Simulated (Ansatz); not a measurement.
In PBE in the plane-wave PAW code Ansatz, Si$_{3}$N$_{4}$ in the hexagonal phase (P6_3/m; Si on 6h, N on 2d, N on 6h) relaxes to a = 7.663 Å, c = 2.926 Å. Si has 4 nearest neighbours from 1.74 Å (tetrahedral); N on 2d has 3 nearest neighbours from 1.74 Å (trigonal planar); N on 6h has 3 nearest neighbours from 1.75 Å (trigonal planar). Against the elements it lies at -1.05 eV/atom, with no fitted shifts.

It is gapped at this level: 4.25 eV (indirect). The valence maximum lies on the Γ–A line, 34 % of the way from Γ and the conduction minimum at Γ.

The PBE relaxation kept the symmetry of its start. The references are the lowest solids computed at this level, not always the standard phases (solids in place of the gases).

Potentials: the earlier of the program's two PAW sets.
